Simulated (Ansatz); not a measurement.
Relaxing a structure of TiSi₂

The start is a generated cell, TiSi2 built in the AFLOW prototype A2B_mP12_14_2e_e (C43, as in ZrO2). A full variable-cell relaxation at zero pressure is run with r2SCAN (plane waves to 500 eV, PAW, scalar-relativistic; Ansatz, a quantum-chemistry and plane-wave program). The first steps use a coarse 4×4×4 k-mesh.

Starting cell:
```
CELL_PARAMETERS angstrom
      5.52605     0.00000     0.00000
      0.00000     5.59161     0.00000
     -0.91507     0.00000     5.63115
ATOMIC_POSITIONS crystal
  Ti 0.27540 0.03950 0.20830
  Ti 0.72460 0.53950 0.29170
  Ti 0.72460 0.96050 0.79170
  Ti 0.27540 0.46050 0.70830
  Si 0.07000 0.33170 0.34470
  Si 0.93000 0.83170 0.15530
  Si 0.93000 0.66830 0.65530
  Si 0.07000 0.16830 0.84470
  Si 0.44960 0.75690 0.47920
  Si 0.55040 0.25690 0.02080
  Si 0.55040 0.24310 0.52080
  Si 0.44960 0.74310 0.97920
```

Problem. How large is the pressure on the unrelaxed cell, and of which sign?

Solution. +42 GPa (positive: the cell is compressed).

Problem. Which atoms feel the largest initial force, and how large is it?

Solution. About 3.4 eV/Å, on Ti1, Ti2, Ti3, Ti4 (atoms numbered as listed).

Problem. By how much does the energy per atom fall from start to end?

Solution. 1.34 eV/atom.

Problem. How does the volume per atom move from start to end?

Solution. -1.0 %, from 14.50 to 14.35 Å³/atom.

Problem. Is the relaxed structure metallic? Give its gap.

Solution. No gap (metallic).

Problem. What does it relax into? Give the structure.

Solution. 
```cif
data_Si8Ti4
_chemical_formula_sum 'Ti4 Si8'
_space_group_name_H-M_alt 'P21/c'
_space_group_IT_number 14
_space_group_name_Hall '-P 2ybc'
_cell_length_a 4.96131
_cell_length_b 7.02501
_cell_length_c 5.10814
_cell_angle_alpha 90.000
_cell_angle_beta 104.699
_cell_angle_gamma 90.000
loop_
_space_group_symop_operation_xyz
  'x, y, z'
  '-x, -y, -z'
  '-x, y+1/2, -z+1/2'
  'x, -y+1/2, z+1/2'
loop_
_atom_site_label
_atom_site_type_symbol
_atom_site_symmetry_multiplicity
_atom_site_Wyckoff_symbol
_atom_site_fract_x
_atom_site_fract_y
_atom_site_fract_z
_atom_site_occupancy
Ti1 Ti 4 e 0.30270 0.07894 0.21645 1
Si1 Si 4 e 0.16364 0.43012 0.18730 1
Si2 Si 4 e 0.73266 0.23800 0.06774 1
```

The space group stays P2₁/c (No. 14) (the run could not lower it), with 12 atoms in the primitive cell. Final values are on a 8×6×8 k-mesh of the relaxed cell. No spin polarisation in the result.

The run could not lose the symmetry of its start: the end is stationary, and may be a saddle point rather than a minimum.

The relaxed structure here is a generated cell of TiSi2: the first start was made by placing the elements on the sites of a structure type, and the end was not matched to a known phase here, so it may be hypothetical. Known forms of TiSi2 include space group No. 63, 70.
